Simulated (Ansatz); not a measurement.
Here is the system:

CoSi₂:
Space group Fm-3m (No. 225); a = 5.360 Å, b = 5.360 Å, c = 5.360 Å, α = 90.00°, β = 90.00°, γ = 90.00°

```csv
atom,site,symmetry,x,y,z
Co,4a,m-3m,0.0000,0.0000,0.0000
Si,8c,-43m,0.2500,0.2500,0.2500
```
(The calculation used a cell of 3 atoms; values per cell refer to that cell.)

This is the PBE-relaxed structure.

### Question
All from the program Ansatz at the PBE level (PAW), unless another level is named. Give the vibrational entropy at 300 K.

### Answer
21.3 J/(K·mol of atoms).

### Question
Next, the Hill bulk and shear moduli?

### Answer
179 and 67.0 GPa.

### Question
Give the elastic constants (relaxed ions, GPa).

### Answer
C11 = 238, C12 = 150, C44 = 88.6.

### Question
What about the highest zone-centre frequency?

### Answer
41.0 meV.

Symmetry was held in the PBE relaxation; phonons on a q-mesh show no instability. The run is not spin-polarised. As this level gives no gap, shear constants depend on the k-mesh and smearing (Fermi–Dirac, 0.1 eV here).

Potentials: the later of the program's two PAW sets.
